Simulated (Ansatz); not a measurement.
Total density of states per atom from LDA in the plane-wave PAW code Ansatz, in 0.25 eV bins, energy from the valence-band maximum:

```
E (eV) | states/eV/atom
    -5.05 |  0.00
    -4.80 | ############### 0.99
    -4.55 | ########## 0.69
    -4.30 | ############ 0.82
    -4.05 | ################# 1.12
    -3.80 | ##################### 1.38
    -3.55 | ############ 0.84
    -3.30 | ######### 0.62
    -3.05 | ######## 0.54
    -2.80 | ############ 0.78
    -2.55 | ########### 0.73
    -2.30 | ############## 0.92
    -2.05 | ########### 0.72
    -1.80 | ########## 0.65
    -1.55 | ########## 0.69
    -1.30 | ######### 0.62
    -1.05 | ############## 0.92
    -0.80 | ################# 1.14
    -0.55 | ############### 0.99
    -0.30 | ########## 0.70
    -0.05 | ## 0.13
     0.20 |  0.00
     0.45 |  0.00
     0.70 |  0.00
     0.95 |  0.00
     1.20 |  0.00
     1.45 |  0.00
     1.70 |  0.00
     1.95 |  0.00
     2.20 |  0.02
     2.45 | # 0.06
     2.70 | ## 0.13
     2.95 | ####### 0.47
     3.20 | ################## 1.19
     3.45 | ################ 1.05
     3.70 | ############################## 2.02
     3.95 | ############## 0.93
     4.20 | ######## 0.56
     4.45 | ############ 0.82
     4.70 | ####### 0.50
     4.95 | #### 0.26
     5.20 |  0.02
     5.45 | ## 0.16
     5.70 | ####### 0.44
     5.95 | ####### 0.46
     6.20 | ######## 0.54
     6.45 | ########## 0.64
     6.70 | ########## 0.66
     6.95 | ########### 0.76
```

**Question.** Pick the material that matches.
A. Cu2O, Pn-3m (Cu on 4c, O on 2a)
B. TiO2, anatase
C. MgO, rock salt
D. SnO, P4/nmm (Sn on 2c, O on 2b)

**Answer.** B, TiO2, anatase. Top 1 eV of the valence band: O 2p 93 %. Bottom 1 eV of the conduction band: Ti 3d 93 %, O 2p 6 %. Projections are on Löwdin-orthogonalised atomic valence shells; empty p or d shells of many metals are not among them.

Space group I4_1/amd (anatase). The LDA relaxation kept the symmetry of its start. The run is not spin-polarised.

Potentials: the earlier of the program's two PAW sets. The files were generated under PBE; for other functionals the program regenerates the frozen cores, and for LDA and PBEsol the local potential too.
